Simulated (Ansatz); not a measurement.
ZrRu:
```
CELL_PARAMETERS angstrom
      0.00000     2.64347     2.64347
      2.64347     0.00000     2.64347
      2.64347     2.64347     0.00000
ATOMIC_POSITIONS crystal
  Ru 0.00000 0.00000 0.00000
  Zr 0.50000 0.50000 0.50000
```

Relaxed with PBEsol. Special points in fractions of this cell's reciprocal vectors: Γ (0.000, 0.000, 0.000); X (0.500, 0.000, 0.500); U (0.625, 0.250, 0.625); K (0.375, 0.375, 0.750); L (0.500, 0.500, 0.500); W (0.500, 0.250, 0.750).

Task: List the band energies nearest the Fermi level at these points for PBEsol (plane waves, PAW; program Ansatz).

Result: In eV from the Fermi level; about four levels below and three above (degenerate sets whole), none deeper than 8.9 eV; points with the same levels are listed once.

| k | below | above |
|---|---|---|
| Γ | -3.38 -3.38 -3.06 -3.06 -3.06 | 4.59 4.59 4.59 |
| X | -2.60 -1.67 -0.15 -0.15 | 0.70 3.79 3.79 |
| U | -1.84 -1.66 -1.64 -0.51 | 1.64 2.77 3.17 |
| L | -1.27 -1.27 -0.41 -0.41 | 0.56 0.56 1.65 |
| W | -2.34 -2.14 -0.33 -0.13 | 1.28 2.57 2.57 |

Space group Fm-3m (rock salt). The start of the workflow was typed in or built on a structure type; neither database checked (COD, Materials Project) lists it. COD files the formula under space group No. 221. Whether it is the stable phase at ambient conditions was not checked. Symmetry was held in the PBEsol relaxation. At this level the phase is mechanically unstable. The run is not spin-polarised. Spin–orbit coupling is left out wherever it is not named.

Potentials: the later of the program's two PAW sets.
